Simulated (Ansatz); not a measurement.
Values for one crystal, relaxed and computed with DFT-PBEsol in the program Ansatz with PAW potentials; other levels are named.

| Item | Result |
|---|---|
| Volume per atom | 14.48 Å³ |
| Electronic character | metallic (no gap) |
| Density of states at the Fermi level | 0.82 states/eV per atom (mean over ±0.08 eV) |
| Mechanical stability | stable (all eigenvalues of C positive) |
| Zone-centre stability | no imaginary mode at Γ |
| Young's modulus | 171 GPa |
| Poisson's ratio | 0.27 |

Q: Which of these materials gives this?
A) Al3V, Cu3Au type
B) YAl3, P6_3/mmc (Y on 2d, Al on 6h)
C) AlNi3, Cu3Au type
D) AlPt, rock salt

A: A, Al3V, Cu3Au type

Space group Pm-3m (Cu3Au type). The first step of the workflow began from a Materials Project structure, measured or hypothetical; the Crystallography Open Database copy checked does not list it. Its standing as an ambient phase is unchecked. The PBEsol relaxation kept the symmetry of its start. The run is not spin-polarised.

Potentials: the later of the program's two PAW sets.
